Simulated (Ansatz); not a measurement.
Property card for HfGe

HfGe:
```xyz
2
Lattice="3.1139 0.0000 0.0000 -1.5569 2.6967 0.0000 0.0000 0.0000 4.4058" Properties=species:S:1:pos:R:3 pbc="T T T"
Hf     0.0000     0.0000     0.0000
Ge     1.5569     0.8989     2.2029
```

Space group P-6m2 (No. 187); conventional cell a = b = 3.1139 Å, c = 4.4058 Å, α = β = 90.00°, γ = 120.00°.

Method: PBEsol (plane waves, PAW; program Ansatz). The cell and atoms are relaxed at this level. Other levels are named where they apply.

**Cell and energy**

Volume per atom: 18.50 Å³
Density: 11.27 g/cm³
Formation energy from the elements (no fitted shifts): -0.45 eV/atom

**Electronic structure**

* **Electronic character**: metallic (no gap)
* **Density of states at the Fermi level**: 0.74 states/eV per atom (mean over ±0.08 eV)

**Mechanics**

- Bulk modulus (Birch–Murnaghan fit): 121 GPa
- Pressure derivative B′: 4.0

**Phonons**

* **Highest zone-centre frequency**: 247 cm⁻¹
* **Zone-centre stability**: no imaginary mode at Γ

The cell is a constructed one: a structure type filled with these elements; neither database checked (COD, Materials Project) lists it. Its standing as an ambient phase is unchecked. The cell was relaxed with PBEsol under the symmetry of its start. No spin polarisation was allowed. As this level gives no gap, phonon frequencies hold no LO–TO term and depend on the k-mesh and smearing (Fermi–Dirac, 0.1 eV here). The references are the lowest solids computed at this level, not always the standard phases. Spin–orbit coupling is left out wherever it is not named.

Potentials: the later of the program's two PAW sets.
